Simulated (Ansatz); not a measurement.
The calculation used DFT PBE, scalar-relativistic, plane waves, PAW (Ansatz). All cells share a 420 eV cutoff and Γ-centred k meshes spaced at most about 0.3 Å⁻¹ (about 0.25 or finer for metals, 2π included). No spin polarisation in the final relaxations.

Temperature and zero-point effects are left out. All come from trial cells, and lower structures may exist.

Problem. Which of these relaxed structures of Zn₃C is the lowest in energy?
1.

```cif
data_structure
_symmetry_space_group_name_H-M 'Im-3m'
_symmetry_Int_Tables_number 229
_cell_length_a 4.8835
_cell_length_b 4.8835
_cell_length_c 4.8835
_cell_angle_alpha 90.000
_cell_angle_beta 90.000
_cell_angle_gamma 90.000
_cell_volume 116.47
loop_
_atom_site_label
_atom_site_type_symbol
_atom_site_symmetry_multiplicity
_atom_site_Wyckoff_symbol
_atom_site_fract_x
_atom_site_fract_y
_atom_site_fract_z
_atom_site_occupancy
Zn1 Zn 6 b 0.50000 0.00000 0.00000 1
C1 C 2 a 0.00000 0.00000 0.00000 1
```

2.

```cif
data_structure
_symmetry_space_group_name_H-M 'P6_3/mmc'
_symmetry_Int_Tables_number 194
_cell_length_a 7.2096
_cell_length_b 7.2096
_cell_length_c 2.5793
_cell_angle_alpha 90.000
_cell_angle_beta 90.000
_cell_angle_gamma 120.000
_cell_volume 116.11
loop_
_atom_site_label
_atom_site_type_symbol
_atom_site_symmetry_multiplicity
_atom_site_Wyckoff_symbol
_atom_site_fract_x
_atom_site_fract_y
_atom_site_fract_z
_atom_site_occupancy
Zn1 Zn 6 h 0.38736 0.19368 0.75000 1
C1 C 2 d 0.66667 0.33333 0.25000 1
```

3.

```cif
data_structure
_symmetry_space_group_name_H-M 'Pm-3m'
_symmetry_Int_Tables_number 221
_cell_length_a 3.7036
_cell_length_b 3.7036
_cell_length_c 3.7036
_cell_angle_alpha 90.000
_cell_angle_beta 90.000
_cell_angle_gamma 90.000
_cell_volume 50.80
loop_
_atom_site_label
_atom_site_type_symbol
_atom_site_symmetry_multiplicity
_atom_site_Wyckoff_symbol
_atom_site_fract_x
_atom_site_fract_y
_atom_site_fract_z
_atom_site_occupancy
Zn1 Zn 3 c 0.00000 0.50000 0.50000 1
C1 C 1 a 0.00000 0.00000 0.00000 1
```

4.

```cif
data_structure
_symmetry_space_group_name_H-M 'P-6m2'
_symmetry_Int_Tables_number 187
_cell_length_a 3.0994
_cell_length_b 3.0994
_cell_length_c 6.5925
_cell_angle_alpha 90.000
_cell_angle_beta 90.000
_cell_angle_gamma 120.000
_cell_volume 54.84
loop_
_atom_site_label
_atom_site_type_symbol
_atom_site_symmetry_multiplicity
_atom_site_Wyckoff_symbol
_atom_site_fract_x
_atom_site_fract_y
_atom_site_fract_z
_atom_site_occupancy
Zn1 Zn 1 b 0.00000 0.00000 0.50000 1
Zn2 Zn 2 i 0.66667 0.33333 0.18541 1
C1 C 1 a 0.00000 0.00000 0.00000 1
```

Solution. 2. It has space group P6_3/mmc (No. 194); the next, 4, with space group P-6m2 (No. 187), lies 65 meV/atom higher. Counting Zn atoms around C (those within 1.25 times the shortest such distance or 1.15 times the sum of covalent radii), the lowest and the next both have C 6. Even the lowest lies +0.79 eV/atom against the elements.

Cells relaxed within their symmetry can be saddle points. Some types were kept out of the candidates beforehand, so the set may lack a known form.
